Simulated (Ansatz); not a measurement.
La3In:
Space group Pm-3m (No. 221); a = 5.076 Å, b = 5.076 Å, c = 5.076 Å, α = 90.00°, β = 90.00°, γ = 90.00°

```tsv
atom	site	symmetry	x	y	z
La	3c	4/mm.m	0.0000	0.5000	0.5000
In	1a	m-3m	0.0000	0.0000	0.0000
```

This is the r²SCAN-relaxed structure.

Task: All from DFT-r²SCAN in the program Ansatz with PAW potentials, unless another level is named. Give the formation energy from the elements (no fitted shifts).

Result: -0.38 eV/atom.

Task: What about the density of states at the Fermi level?

Result: 1.8 states/eV per atom (mean over ±0.08 eV).

The workflow started from a Materials Project entry (that database holds measured and hypothetical structures alike); the Crystallography Open Database files this formula in space group No. 221, but the cells were not matched. Whether it is the stable phase at ambient conditions was not checked. The r²SCAN relaxation kept the symmetry of its start; its stability against distortions is not shown here. The references are the lowest solids computed at this level, not always the standard phases. Scalar-relativistic: spin–orbit coupling is off unless named, which matters more the heavier the elements.

Potentials: the later of the program's two PAW sets.
